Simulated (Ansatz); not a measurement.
AlN (zinc blende, F-43m), r²SCAN (plane waves, PAW; program Ansatz), all energies at zero smearing, with the estimated change up to a 700 eV cutoff added, with one set of potentials and settings (totals compare only within such a set). Cell of 2 atoms (1 Al, 1 N): -928.440 eV.

| element | reference phase | E (eV/atom) |
|---|---|---|
| Al | Fm-3m, 1 atoms in the cell | -540.4083 |
| N | Pa-3, 8 atoms in the cell | -384.8315 |

Formation energy per atom, worked out: (-928.440 − 1×(-540.4083) − 1×(-384.8315))/2 = -1.600 eV/atom (-154 kJ per mol of atoms), at 0 K, without zero-point energy or fitted corrections.

Symmetry was held in the r²SCAN relaxation. The references are the lowest solids computed at this level, not always the standard phases (solids in place of the gases).

Potentials: the later of the program's two PAW sets.
